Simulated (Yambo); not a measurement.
Yambo input for CsMo2AlO8 (space group P-3m1, No. 164) (a = b = 5.6503 Å, c = 8.2648 Å, α = β = 90.00°, γ = 120.00°), on PBEsol (pw.x of Quantum ESPRESSO, ONCV potentials, scalar-relativistic) wavefunctions on a 3×3×2 mesh:

```
optics
chi
dipoles
kernel
FFTGvecs= 40 Ry
Chimod= "HARTREE"
NGsBlkXd= 3 Ry
% QpntsRXd
 1 | 1 |
%
% BndsRnXd
 3 | 177 |
%
GrFnTpXd= "R"
% EnRngeXd
 0.0 | 20.0 | eV
%
% DmRngeXd
 0.2 | 0.2 | eV
%
CGrdSpXd= 50
ETStpsXd= 161
% LongDrXd
 1.0 | 0.0 | 0.0 |
%
```

First lines of the file o-*.eps_q1_inv_rpa_dyson:

```
Absorption @ Q(1):   1.00000000     0.00000000     0.00000000    [q->0 direction]
#
# [ X ] Hartree size     :  135
# [GEN] GF Energies     : Perdew, Burke & Ernzerhof SOL(X)+Perdew, Burke & Ernzerhof SOL(C)
# [GEN] Green`s Function     : Retarded
#
# [GEN] Gauge     : Length
# [GEN] [r,Vnl] included     : yes
#
#    E[1] [eV]     Im(eps)     Re(eps)     Im(eps_o)     Re(eps_o)
#
     0.000000     0.576346E-8     2.879588     -0.29573E-17     3.827008
     0.125000     0.001460     2.880042     0.003430     3.828073
     0.250000     0.002928     2.881406     0.006884     3.831274
     0.375000     0.004411     2.883688     0.010389     3.836634
     0.500000     0.005918     2.886899     0.013970     3.844193
     0.625000     0.007458     2.891057     0.017656     3.854006
     0.750000     0.009040     2.896186     0.021477     3.866146
     0.875000     0.010674     2.902313     0.025468     3.880706
     1.000000     0.012372     2.909474     0.029665     3.897801
     1.125000     0.014145     2.917712     0.034112     3.917571
     1.250000     0.016009     2.927077     0.038860     3.940182
     1.375000     0.017980     2.937631     0.043967     3.965835
     1.500000     0.020077     2.949443     0.049502     3.994768
     1.625000     0.022322     2.962597     0.055550     4.027267
     1.750000     0.024745     2.977192     0.062212     4.063671
     1.875000     0.027377     2.993346     0.069617     4.104387
     2.000000     0.030261     3.011196     0.077922     4.149907
     2.125000     0.033446     3.030908     0.087330     4.200826
     2.250000     0.036999     3.052683     0.098103     4.257875
     2.375000     0.041004     3.076762     0.110585     4.321954
     2.500000     0.045572     3.103444     0.125239     4.394192
     2.625000     0.050854     3.133099     0.142703     4.476017
     2.750000     0.057056     3.166195     0.163874     4.569270
     2.875000     0.064475     3.203333     0.190059     4.676362
     3.000000     0.073550     3.245298     0.223229     4.800514
     3.125000     0.084958     3.293141     0.266490     4.946123
     3.250000     0.099800     3.348295     0.324990     5.119315
     3.375000     0.119990     3.412742     0.407844     5.328722
     3.500000     0.149123     3.489159     0.532469     5.586239
     3.625000     0.194509     3.580524     0.734971     5.905427
     3.750000     0.270738     3.686282     1.091802     6.284251
     3.875000     0.396612     3.792165     1.728545     6.636480
     4.000000     0.592719     3.866799     2.726665     6.652281
```
(The file goes on to the top of the energy range.) Convergence of the RPA response with its 3×3×2 mesh was not tested.

Spin-orbit coupling is not included.

Geometry of the Materials Project entry, not relaxed at this level.
